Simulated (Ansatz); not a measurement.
Question: Ti3Al in space group P6_3/mmc (No. 194; Ti on 6h, Al on 2c) is relaxed with PBEsol (plane waves, PAW; program Ansatz). What lattice parameters of the conventional cell result?

Answer: a = 5.688 Å, c = 4.607 Å.

Question: Give the free coordinates with the occupied sites.

Answer: In one choice of origin and axes:

```tsv
atom	site	symmetry	x	y	z
Ti	6h	mm2	0.3392	0.1696	0.2500
Al	2c	-6m2	0.3333	0.6667	0.2500
```

The PBEsol relaxation kept the symmetry of its start; of distortions, only those at the zone centre were tested. The run is not spin-polarised. Axis ratios of metals converge slowly with the k-mesh, so a and c are less sure than the volume.

Potentials: the later of the program's two PAW sets.
